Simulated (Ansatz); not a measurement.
Candidate structures of MoN2

Theory: DFT, PBE, all-electron LAPW, scalar-relativistic in Ansatz 0.2.0.

Each cell is taken as listed (from a database or a relaxation; residual pressures are under 0.6 GPa and forces under 0.08 eV/Å), on meshes of about 0.2 Å⁻¹ spacing; energies are extrapolated to zero smearing, with no zero-point or thermal terms. Other structures, the observed one among them, may be missing from this set and lie lower. No run is spin-polarised.

Order the structures by energy per atom, lowest first, and give the differences.
A.
Space group P-3m1 (No. 164). a = 2.991 Å, b = 2.991 Å, c = 5.529 Å, α = 90.00°, β = 90.00°, γ = 120.00°
```tsv
atom	site	symmetry	x	y	z
Mo	1a	-3m.	0.0000	0.0000	0.0000
N	2d	3m.	0.3333	0.6667	0.1906
```
(CdI2 type, relaxed by us; 14×14×8 mesh on the primitive cell, smearing 0.03 eV, P = 0.0 GPa)
B.
```cif
data_structure
_symmetry_space_group_name_H-M 'Fm-3m'
_symmetry_Int_Tables_number 225
_cell_length_a 4.9186
_cell_length_b 4.9186
_cell_length_c 4.9186
_cell_angle_alpha 90.000
_cell_angle_beta 90.000
_cell_angle_gamma 90.000
_cell_volume 118.99
loop_
_atom_site_label
_atom_site_type_symbol
_atom_site_symmetry_multiplicity
_atom_site_Wyckoff_symbol
_atom_site_fract_x
_atom_site_fract_y
_atom_site_fract_z
_atom_site_occupancy
Mo1 Mo 4 a 0.00000 0.00000 0.00000 1
N1 N 8 c 0.25000 0.75000 0.75000 1
```
(fluorite type, relaxed by us; 12×12×12 mesh on the primitive cell, smearing 0.05 eV, P = 0.0 GPa)

A (0 meV/atom), B (191 meV/atom).
